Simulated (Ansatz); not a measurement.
PbO2:
```
CELL_PARAMETERS angstrom
      4.99852     0.00000     0.00000
      0.00000     4.99852     0.00000
      0.00000     0.00000     3.41046
ATOMIC_POSITIONS crystal
  Pb 0.00000 0.00000 0.00000
  Pb 0.50000 0.50000 0.50000
  O  0.30765 0.30765 0.00000
  O  0.19235 0.80765 0.50000
  O  0.69235 0.69235 0.00000
  O  0.80765 0.19235 0.50000
```

This is the PBEsol-relaxed structure.

Question: All from PBEsol in the plane-wave PAW code Ansatz, unless another level is named. Predict the highest zone-centre frequency.

Answer: 612 cm⁻¹.

Question: And the bulk modulus (Birch–Murnaghan fit)?

Answer: 123 GPa.

Space group P4_2/mnm (rutile). The cell was relaxed with PBEsol under the symmetry of its start; of distortions, only those at the zone centre were tested. A small band overlap can be real or an error of a semilocal functional. As this level gives no gap, phonon frequencies hold no LO–TO term and depend on the k-mesh and smearing (Fermi–Dirac, 0.1 eV here). Scalar-relativistic: spin–orbit coupling is off unless named, which matters more the heavier the elements.

Potentials: the later of the program's two PAW sets.
